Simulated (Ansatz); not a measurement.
TiSi2: from a starting cell to a relaxed one

The start is a randomly generated symmetric cell of TiSi2 (space group No. 119). The cell and all atomic positions are relaxed at zero pressure with r2SCAN (plane waves to 500 eV, PAW, scalar-relativistic; Ansatz, an electronic-structure program). The first steps use a coarse 6×6×6 k-mesh.

Starting cell:
```yaml
crystal:
  lattice:
    - [-2.55983, 2.55983, 5.59599]
    - [2.55983, -2.55983, 5.59599]
    - [2.55983, 2.55983, -5.59599]
  atoms:
    - { symbol: Si, position: [0.31755, 0.31755, 0.63509] }
    - { symbol: Si, position: [0.68245, 0.68245, 0.36491] }
    - { symbol: Si, position: [0.68245, 0.31755, 0.00000] }
    - { symbol: Si, position: [0.31755, 0.68245, 0.00000] }
    - { symbol: Si, position: [0.75155, 0.75155, 0.00000] }
    - { symbol: Si, position: [0.24845, 0.24845, 0.00000] }
    - { symbol: Ti, position: [0.05576, 0.55576, 0.50000] }
    - { symbol: Ti, position: [0.44424, 0.94424, 0.50000] }
    - { symbol: Ti, position: [0.25000, 0.75000, 0.50000] }
```

By how much does the energy per atom fall from start to end?

About 2.6 eV/atom.

How does the volume per atom move from start to end?

+39.9 %, from 16.30 to 22.81 Å³/atom.

How do the shortest distances between atoms change?

The closest pairs of elements (up to four, under 3.6 Å), start → end: Si–Si 1.87 → 2.55 Å; Si–Ti 1.98 → 2.43 Å; Ti–Ti 2.17 → 2.33 Å.

What band gap does the relaxed structure have at this level?

Zero (metallic).

Write out the relaxed structure.


```cif
data_Si12Ti6
_chemical_formula_sum 'Si12 Ti6'
_space_group_name_H-M_alt 'I-4m2'
_space_group_IT_number 119
_space_group_name_Hall 'I -4 -2'
_cell_length_a 5.09705
_cell_length_b 5.09705
_cell_length_c 15.80105
_cell_angle_alpha 90.000
_cell_angle_beta 90.000
_cell_angle_gamma 90.000
loop_
_atom_site_label
_atom_site_type_symbol
_atom_site_symmetry_multiplicity
_atom_site_Wyckoff_symbol
_atom_site_fract_x
_atom_site_fract_y
_atom_site_fract_z
_atom_site_occupancy
Si1 Si 8 g 0.25020 0.25020 0.00000 1
Si2 Si 4 e 0.00000 0.00000 0.37113 1
Ti1 Ti 4 f 0.00000 0.50000 0.10284 1
Ti2 Ti 2 c 0.00000 0.50000 0.25000 1
```
(The calculation used a cell of 9 atoms; values per cell refer to that cell.)

The space group stays I-4m2 (No. 119) (the run could not lower it), with 9 atoms in the primitive cell. Final values are on a 13×13×13 k-mesh of the relaxed cell. The start holds a very short contact (Si–Si 1.87 Å). No spin polarisation in the result.

The run could not lose the symmetry of its start, so the end can be a saddle point.

The relaxed structure here is a generated cell of TiSi2: the first start was made by a random draw of sites in a space group, and the end was not matched to a known phase here, so it may be hypothetical. Known forms of TiSi2 include space group No. 63, 70.
